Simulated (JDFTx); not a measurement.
* **surface**: Al(100)
* **bulk**: Al, Fm-3m, lattice of mp-134 (not re-optimised)
* **slab**: 5 atoms in 5 planes, 1x1, 8.1 Å between the outermost planes
* **in-plane cell**: 2.856 × 2.856 Å, 8.16 Å²
* **cell height**: 24.1 Å
* **sampling**: 8×8×1 k mesh, Fermi smearing 0.01 Ha, no spin polarisation

Reference level: PBE, GBRV ultrasoft potentials, plane waves to 20/100 Ha, in a modified build of JDFTx. Unrelaxed; liquid: linear PCM (GLSSA13), water, 1 M NaF. The reference uses 14 bands for 15 valence electrons; each other row changes one option in all its runs. U vs SHE = −μ/e − 4.44 V throughout (conventional absolute potential of the hydrogen electrode).

Options: reference (14 bands); 9 bands; 11 bands; 22 bands.

Q: Which options move the work function or U_pzc by more than 0.02 from the reference?

A: 9 bands.

```csv
option,"F − F(reference), vacuum (meV/cell)",work function (eV),U_pzc (V),top band holds over 0.001 electrons
reference (14 bands),0.0,4.291,-0.411,yes
9 bands,24.2,4.259,-0.443,yes
11 bands,0.3,4.291,-0.412,yes
22 bands,0.0,4.291,-0.411,no
```

A dash marks a run that didn't converge or wasn't made; the third decimal is shown to expose solver noise and isn't converged.
